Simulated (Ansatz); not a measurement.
LaFe₂Si₂ in space group I4/mmm (No. 139; La on 2a, Fe on 4d, Si on 4e), DFT-PBE in the program Ansatz with PAW potentials, all energies at zero smearing, with the estimated change up to a 700 eV cutoff added, with one set of potentials and settings (totals compare only within such a set). Cell of 5 atoms (1 La, 2 Fe, 2 Si): -16485.733 eV.

| element | reference phase | E (eV/atom) |
|---|---|---|
| La | P6_3/mmc, 4 atoms in the cell | -6250.0953 |
| Fe | Im-3m, 1 atoms in the cell, spin-polarised | -4480.4888 |
| Si | Fd-3m, 2 atoms in the cell | -635.8096 |

Formation energy per atom, worked out: (-16485.733 − 1×(-6250.0953) − 2×(-4480.4888) − 2×(-635.8096))/5 = -0.608 eV/atom (-59 kJ per mol of atoms), at 0 K, without zero-point energy or fitted corrections.

The first step of the workflow began from a Materials Project structure, measured or hypothetical; the Crystallography Open Database copy checked does not list it. Whether it is the stable phase at ambient conditions was not checked. The PBE relaxation kept the symmetry of its start; of distortions, only those at the zone centre were tested. No spin polarisation was allowed. The references are the lowest solids computed at this level, not always the standard phases. Scalar-relativistic: spin–orbit coupling is off unless named, which matters more the heavier the elements.

Potentials: the later of the program's two PAW sets.
